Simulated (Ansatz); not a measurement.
**Elastic constants of InGa: input and output**

The calculation used DFT PBE, scalar-relativistic, plane waves, PAW (Ansatz 0.2.0).

It can be run as:
```bash
ansatz run input.yaml --threads 1 --pin off --backend cpu --events-out ev --progress --plain --runs-dir out  # memory cap (--max-ram) not shown
```

Input (bare energies are in eV):
```yaml
crystal:
  lattice:
    - [2.2329786646, -2.2317878602, 0.0]
    - [2.2329786646, 2.2317878602, 0.0]
    - [0.0, 0.0, 4.7009168968]
  atoms:
    - { symbol: In, position: [0.0, 0.0, 0.0] }
    - { symbol: Ga, position: [0.5, 0.5, 0.5] }
basis:
  ecutwfc: 420
kpoints:
  mp_grid: { grid: [14, 14, 8] }
hamiltonian:
  xc: pbe
scf:
  occupations: { method: fermi_dirac, width: 0.15 }
output:
  forces: true
  stress: true
  eigenvalues: true
elastic:
  mode: relaxed_ion
  amplitude: 0.005
```

From the output:
```
--- Elastic constants: 6 strain directions × 4 members + reference (group order 8) ---
  dense FFT box of the reference and of every strained cell: 24×24×32
  strains applied: 11, 22, 33, 23, 13, 12; error gains: componentwise 1.00 (the most a stress slope's error grows in a printed constant), spectral 1.00 (1 for all six strains in a standard setting)
  C = ∂σ_k/∂η_j (tension-positive GPa; Voigt order 11 22 33 23 13 12):
        48.477     37.711     34.423      0.000      0.000     -0.000
        37.717     48.603     34.376      0.000      0.000     -0.000
        34.423     34.369     53.684     -0.000      0.000      0.000
        -0.000      0.000     -0.000      4.140      0.000     -0.000
        -0.000     -0.000     -0.000      0.000      4.059     -0.000
        -0.000     -0.000     -0.000      0.000     -0.000     16.250
  reference stress σ⁰ (GPa):      0.006      0.000      0.000      0.000     -0.000      0.000
  C* (energy form; C + prestress term) asymmetry max|C*_kj − C*_jk| = 6.900e-3 GPa — a small one proves nothing (zero by symmetry where the batch's group is 432, −43m or m−3m); a large one is finite-difference/SCF noise where every solve ...
  moduli (Voigt/Reuss/Hill, GPa): K = 40.42/40.41/40.41   G = 7.84/5.94/6.89   E = 19.56   ν = 0.419
  mechanically stable: yes (min eigenvalue of sym C = 4.06 GPa)
  strain η (Voigt 11):  stress-route row diagonal C_11 = 48.48 GPa, energy-path curvature d²(F+E_count+ΔE)/dδ²/Ω₀ = 48.43 GPa
    cells at ±δ against ±2δ: C11 48.45 and 48.38 GPa, apart by 0.15 % of the column's largest entry
         δ    σ_11 (GPa) F (eV) n_scf n_hpsi n_pw
    -1.000e-2      -0.5018       -9380.8025868      10  114461    926   relax 0 steps, max|allowed force component| 3.25e-30 eV/Å
    -5.000e-3      -0.2424       -9380.8031292       6  109491    930   relax 0 steps, max|allowed force component| 3.16e-30 eV/Å
     5.000e-3       0.2421       -9380.8031181       6   88992    938   relax 0 steps, max|allowed force component| 3.35e-30 eV/Å
     1.000e-2       0.4658       -9380.8026010       8   92313    944   relax 0 steps, max|allowed force component| 3.25e-30 eV/Å
  strain η (Voigt 22):  stress-route row diagonal C_22 = 48.60 GPa, energy-path curvature d²(F+E_count+ΔE)/dδ²/Ω₀ = 48.57 GPa
    cells at ±δ against ±2δ: C22 48.58 and 48.50 GPa, apart by 0.16 % of the column's largest entry
         δ    σ_22 (GPa) F (eV) n_scf n_hpsi n_pw
    -1.000e-2      -0.5085       -9380.8025688      10  114472    926   relax 0 steps, max|allowed force component| 2.60e-29 eV/Å
    -5.000e-3      -0.2487       -9380.8031202       6   98197    930   relax 0 steps, max|allowed force component| 1.97e-31 eV/Å
     5.000e-3       0.2370       -9380.8031247       6   90286    938   relax 0 steps, max|allowed force component| 2.61e-29 eV/Å
     1.000e-2       0.4615       -9380.8026144       8   91855    942   relax 0 steps, max|allowed force component| 2.61e-29 eV/Å
  strain η (Voigt 33):  stress-route row diagonal C_33 = 53.68 GPa, energy-path curvature d²(F+E_count+ΔE)/dδ²/Ω₀ = 53.68 GPa
    cells at ±δ against ±2δ: C33 53.59 and 53.33 GPa, apart by 0.50 % of the column's largest entry
         δ    σ_33 (GPa) F (eV) n_scf n_hpsi n_pw
    -1.000e-2      -0.5402       -9380.8025135      10  111317    936   relax 0 steps, max|allowed force component| 1.21e-28 eV/Å
    -5.000e-3      -0.2698       -9380.8031046       6   99405    936   relax 0 steps, max|allowed force component| 2.60e-29 eV/Å
     5.000e-3       0.2662       -9380.8031059       7  105479    944   relax 0 steps, max|allowed force component| 2.60e-29 eV/Å
     1.000e-2       0.5264       -9380.8025263       8   92487    950   relax 0 steps, max|allowed force component| 2.52e-29 eV/Å
  strain η (Voigt 23):  stress-route row diagonal C_44 = 4.14 GPa, energy-path curvature d²(F+E_count+ΔE)/dδ²/Ω₀ = 4.13 GPa
    cells at ±δ against ±2δ: C44 4.14 and 4.15 GPa, apart by 0.09 % of the column's largest entry
         δ    σ_23 (GPa) F (eV) n_scf n_hpsi n_pw
    -1.000e-2      -0.0415       -9380.8032422       9  154793    936   relax 0 steps, max|allowed force component| 2.60e-29 eV/Å
    -5.000e-3      -0.0207       -9380.8032851       5  141969    936   relax 0 steps, max|allowed force component| 2.84e-29 eV/Å
     5.000e-3       0.0207       -9380.8032851       5  138788    936   relax 0 steps, max|allowed force component| 2.76e-29 eV/Å
     1.000e-2       0.0415       -9380.8032422       8  143555    936   relax 0 steps, max|allowed force component| 2.66e-29 eV/Å
  strain η (Voigt 13):  stress-route row diagonal C_55 = 4.06 GPa, energy-path curvature d²(F+E_count+ΔE)/dδ²/Ω₀ = 4.04 GPa
    cells at ±δ against ±2δ: C55 4.06 and 4.07 GPa, apart by 0.11 % of the column's largest entry
         δ    σ_13 (GPa) F (eV) n_scf n_hpsi n_pw
    -1.000e-2      -0.0407       -9380.8032432       9  154311    936   relax 0 steps, max|allowed force component| 1.07e-29 eV/Å
    -5.000e-3      -0.0203       -9380.8032855       5  141918    936   relax 0 steps, max|allowed force component| 0.00e0 eV/Å
     5.000e-3       0.0203       -9380.8032855       5  138508    936   relax 0 steps, max|allowed force component| 0.00e0 eV/Å
     1.000e-2       0.0407       -9380.8032432       8  140291    936   relax 0 steps, max|allowed force component| 5.25e-29 eV/Å
  strain η (Voigt 12):  stress-route row diagonal C_66 = 16.25 GPa, energy-path curvature d²(F+E_count+ΔE)/dδ²/Ω₀ = 16.22 GPa
    cells at ±δ against ±2δ: C66 16.22 and 16.11 GPa, apart by 0.65 % of the column's largest entry
         δ    σ_12 (GPa) F (eV) n_scf n_hpsi n_pw
    -1.000e-2      -0.1611       -9380.8030641       9  182255    934   relax 0 steps, max|allowed force component| 2.47e-32 eV/Å
    -5.000e-3      -0.0811       -9380.8032410       5  160854    936   relax 0 steps, max|allowed force component| 0.00e0 eV/Å
     5.000e-3       0.0811       -9380.8032410       5  155887    936   relax 0 steps, max|allowed force component| 0.00e0 eV/Å
     1.000e-2       0.1611       -9380.8030641       8  158761    934   relax 0 steps, max|allowed force component| 0.00e0 eV/Å
```

The cell was built by swapping an element in a database structure (itself possibly hypothetical) and relaxing; it need not be the stable form of this composition. In a metal, frequencies and elastic constants depend on the k mesh and the smearing, soft modes and shear constants most.

The least eigenvalue is 4.1 GPa; in a metal on this mesh the verdict on stability isn't firm within about 20 GPa or a tenth of the bulk modulus.